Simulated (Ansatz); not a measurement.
The start is a generated cell, Si2W placed in the AFLOW prototype A2B_oP12_62_2c_c (C23, as in PbCl2). A full variable-cell relaxation at zero pressure is run with r2SCAN (plane waves to 500 eV, PAW, scalar-relativistic; Ansatz, an electronic-structure program).

Ansatz input (later rounds restart from its end on a renewed k-mesh):
Ansatz 0.2 input:
```yaml
crystal:
  lattice:
    - [6.228929, 0, 0]
    - [0, 3.7062634, 0]
    - [0, 0, 7.3935631]
  atoms:
    - { symbol: W, position: [0.7377, 0.25, 0.5959] }
    - { symbol: W, position: [0.2377, 0.25, 0.9041] }
    - { symbol: W, position: [0.2623, 0.75, 0.4041] }
    - { symbol: W, position: [0.7623, 0.75, 0.0959] }
    - { symbol: Si, position: [0.625, 0.25, 0.9217] }
    - { symbol: Si, position: [0.125, 0.25, 0.5783] }
    - { symbol: Si, position: [0.375, 0.75, 0.0783] }
    - { symbol: Si, position: [0.875, 0.75, 0.4217] }
    - { symbol: Si, position: [0.5202, 0.25, 0.337] }
    - { symbol: Si, position: [0.0202, 0.25, 0.163] }
    - { symbol: Si, position: [0.4798, 0.75, 0.663] }
    - { symbol: Si, position: [0.9798, 0.75, 0.837] }
basis: { ecutwfc: 500, ecutrho_ratio: 4, xc_grid: 4, fft_grid_basis: typed }
kpoints: { mp_grid: { grid: [5, 7, 4] } }
hamiltonian:
  xc: r2scan
  dispersion: none
  pseudopotentials: { kind: paw }
scf: { occupations: { method: fermi_dirac, width: 0.05 } }
relax: { f_tol: 0.01, max_steps: 100, cell: { stress_tol: 0.02 } }
output: { forces: true, stress: true }
```

Q: How large is the pressure on the unrelaxed cell, and of which sign?

A: +21 GPa (positive: the cell is compressed).

Q: How much energy is released per atom?

A: 1.04 eV/atom.

Q: How does the volume change?

A: -0.8 %, from 14.22 to 14.12 Å³/atom.

Q: How do the shortest distances between atoms change?

A: The closest pairs of elements (up to four, under 3.6 Å), start → end: Si–W 2.35 → 2.52 Å; Si–Si 2.68 → 2.41 Å; W–W 3.71 → 3.29 Å.

Q: Give the final cell and atomic positions.

A: 
Space group Pnma (No. 62); a = 6.068 Å, b = 3.341 Å, c = 8.355 Å, α = β = γ = 90.00°

| atom | site | symmetry | x | y | z |
|---|---|---|---|---|---|
| W | 4c | .m. | 0.2494 | 0.7500 | 0.3260 |
| Si | 4c | .m. | 0.1335 | 0.2500 | 0.5370 |
| Si | 4c | .m. | 0.0686 | 0.2500 | 0.1210 |

The space group stays Pnma (No. 62) (the run could not lower it), with 12 atoms in the primitive cell. Final values are on a 6×11×5 k-mesh of the relaxed cell. No spin polarisation in the result.

The run could not lose the symmetry of its start: the end is stationary, and may be a saddle point rather than a minimum.

The relaxed structure here is a generated cell of Si2W: the first start was made by placing the elements on the sites of a structure type, and the end was not matched to a known phase here, so it may be hypothetical. Known forms of Si2W include space group No. 139.
